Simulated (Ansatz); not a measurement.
Hf₂Si:
```cif
data_Hf8Si4
_chemical_formula_sum 'Hf8 Si4'
_space_group_name_H-M_alt 'I4/mcm'
_space_group_IT_number 140
_space_group_name_Hall '-I 4 2c'
_cell_length_a 6.55903
_cell_length_b 6.55903
_cell_length_c 5.16812
_cell_angle_alpha 90.000
_cell_angle_beta 90.000
_cell_angle_gamma 90.000
loop_
_atom_site_label
_atom_site_type_symbol
_atom_site_symmetry_multiplicity
_atom_site_Wyckoff_symbol
_atom_site_fract_x
_atom_site_fract_y
_atom_site_fract_z
_atom_site_occupancy
Hf1 Hf 8 h 0.34347 0.15653 0.00000 1
Si1 Si 4 a 0.00000 0.00000 0.25000 1
```
(The calculation used a cell of 6 atoms; values per cell refer to that cell.)

Relaxed at zero pressure with r²SCAN (plane waves, PAW; program Ansatz).

The volume is lowered by 3 % and shape and atoms relax at that volume. What pressure results, and how do the axes share the change?

4.8 GPa; a -1.0 %, b -1.0 %, c -0.9 %; the energy rises by 8 meV/atom.

Give the new structure.


Space group I4/mcm (No. 140); a = b = 6.4905 Å, c = 5.1196 Å, α = β = γ = 90.00°

```
atom  site  symmetry       x       y       z
----  ----  --------  ------  ------  ------
Hf      8h      m.2m  0.3436  0.1564  0.0000
Si      4a       422  0.0000  0.0000  0.2500
```

The phase is kept; no other phase was compared at this pressure.

The workflow started from a Materials Project entry (that database holds measured and hypothetical structures alike); the Crystallography Open Database copy checked does not list it. Whether it is the stable phase at ambient conditions was not checked. The cell was relaxed with r²SCAN under the symmetry of its start; its stability against distortions is not shown here. The run is not spin-polarised. Spin–orbit coupling is left out wherever it is not named.

Potentials: the later of the program's two PAW sets.
